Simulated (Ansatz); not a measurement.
Data:

Relaxed TaN (space group P6/mmm):

```xyz
12
Lattice="10.3326 0.0000 0.0000 -2.5832 4.4742 0.0000 0.0000 0.0000 2.8893" Properties=species:S:1:pos:R:3 pbc="T T T"
Ta     0.0000     0.0000     0.0000
Ta     5.1663     0.0000     0.0000
Ta     0.0000     2.9828     1.4447
Ta     5.1663     2.9828     1.4447
Ta     2.5832     1.4914     1.4447
Ta     7.7495     1.4914     1.4447
N      2.5832     0.0000     0.0000
N      7.7495     0.0000     0.0000
N      1.2916     2.2371     0.0000
N      6.4579     2.2371     0.0000
N     -1.2916     2.2371     0.0000
N      3.8747     2.2371     0.0000
```

The atoms are displaced by Q × the pattern below (from a DFPT mode at M = (0.5, 0.0, 0.0), largest move 1; Q in Å), at fixed cell. (q is in reciprocal vectors of the primitive cell; the cell shown is doubled to hold the pattern.)

```
atom       x       y      z
----  ------  ------  -----
Ta3   -0.015   0.026  0.000
Ta4    0.015  -0.026  0.000
Ta5   -0.015   0.026  0.000
Ta6    0.015  -0.026  0.000
N7    -0.996   0.088  0.000
N8     0.996  -0.088  0.000
N9     0.422   0.906  0.000
N10   -0.422  -0.906  0.000
```

Atoms not listed stay in place.

Level of theory: LDA (plane waves to 420 eV, PAW, scalar-relativistic; Ansatz, an electronic-structure program). k mesh 11×11×16 (Γ-centred), Fermi-Dirac smearing 0.05 eV. Energies are smeared free energies. With partly filled bands, energies and forces of such displacements shift with the k mesh and the smearing. Spin-orbit coupling is left out, though Ta is heavy. TaN is run without spin polarisation. TaN was relaxed with its symmetry unable to fall. This is one of several known forms of TaN; the measured ambient cells at hand have space group No. 189. ΔE is measured from the undisplaced structure.

The scan covers Q from -0.660 to 0.660 Å in 13 points.

Which space group does the distorted structure have?

Pbam (No. 55), lowered from P6/mmm.

Is this a single well or a double well?

A double well: the undisplaced structure is a maximum between two minima.

What is the energy change at Q = 0.660 Å?

440 meV/cell.

By a smooth curve through the points, how far does the most displaced atom move to reach the deepest minimum?

0.45 Å from zero.

By a smooth curve, how deep is the well, measured from the undisplaced structure?

1099 meV/cell, cell held fixed.

(A displaced cell: forces are minus the slopes of the energy, force constants its curvatures, and phonons follow from these.)
